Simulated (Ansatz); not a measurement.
Consider the following.

Ta2Mo2O11:
```xyz
15
Lattice="2.8227 1.6297 8.5512 -2.8227 1.6297 8.5512 0.0000 -3.2594 8.5512" Properties=species:S:1:pos:R:3 pbc="T T T"
Ta     0.0000     0.0000    16.1101
Ta     0.0000     0.0000     9.5436
Mo     0.0000     0.0000    22.7554
Mo     0.0000     0.0000     2.8983
O      1.3697     0.7908    10.8356
O     -1.3697    -0.7908    14.8181
O     -1.3697     0.7908    10.8356
O      1.3697    -0.7908    14.8181
O      0.0000    -1.5816    10.8356
O      0.0000     1.5816    14.8181
O      0.0000     0.0000    21.0561
O      0.0000     0.0000     4.5975
O      0.0000     1.6297     8.5512
O     -1.4113    -0.8148     8.5512
O      1.4113    -0.8148     8.5512
```

This is the r²SCAN-relaxed structure.

### Question
All from plane-wave PAW r²SCAN (Ansatz code), unless another level is named. Predict the band gap.

### Answer
3.10 eV (smallest direct gap 3.10 eV).

### Question
Predict the formation energy from the elements (no fitted shifts).

### Answer
-2.53 eV/atom.

### Question
Give the valence-band maximum.

### Answer
at T.

### Question
And the conduction-band minimum?

### Answer
at Γ.

Space group R-3m. The workflow started from a Materials Project entry (that database holds measured and hypothetical structures alike); the Crystallography Open Database copy checked does not list it. Its standing as an ambient phase is unchecked. The cell was relaxed with r²SCAN under the symmetry of its start; whether a distortion lowers the energy is not shown. No spin polarisation was allowed. No Hubbard U is applied. A crystal of weakly bound layers computed without a dispersion correction: the cell and the soft elastic constants depend strongly on that. The references are the lowest solids computed at this level, not always the standard phases (solids in place of the gases). Spin–orbit coupling is left out wherever it is not named.

Potentials: the later of the program's two PAW sets.
